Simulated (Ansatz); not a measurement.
Hf5Ga3 in space group P6_3/mcm (No. 193; Hf on 4d, Hf on 6g, Ga on 6g), PBE (plane waves, PAW; program Ansatz), all energies at zero smearing, with the estimated change up to a 700 eV cutoff added, with one set of potentials and settings (totals compare only within such a set). Cell of 16 atoms (10 Hf, 6 Ga): -179927.250 eV.

```json
[
 {"element": "Hf", "reference phase": "P6_3/mmc, 2 atoms in the cell", "E (eV/atom)": "-15722.2087"},
 {"element": "Ga", "reference phase": "Cmce, 4 atoms in the cell", "E (eV/atom)": "-3783.0259"}
]
```

Formation energy per atom, worked out: (-179927.250 − 10×(-15722.2087) − 6×(-3783.0259))/16 = -0.438 eV/atom (-42 kJ per mol of atoms), at 0 K, without zero-point energy or fitted corrections.

The first step of the workflow began from a Materials Project structure, measured or hypothetical; the Crystallography Open Database files this formula in space group No. 193, but the cells were not matched. Its standing as an ambient phase is unchecked. Symmetry was held in the PBE relaxation; its stability against distortions is not shown here. The run is not spin-polarised. The references are the lowest solids computed at this level, not always the standard phases. Spin–orbit coupling is left out wherever it is not named.

Potentials: the earlier of the program's two PAW sets.
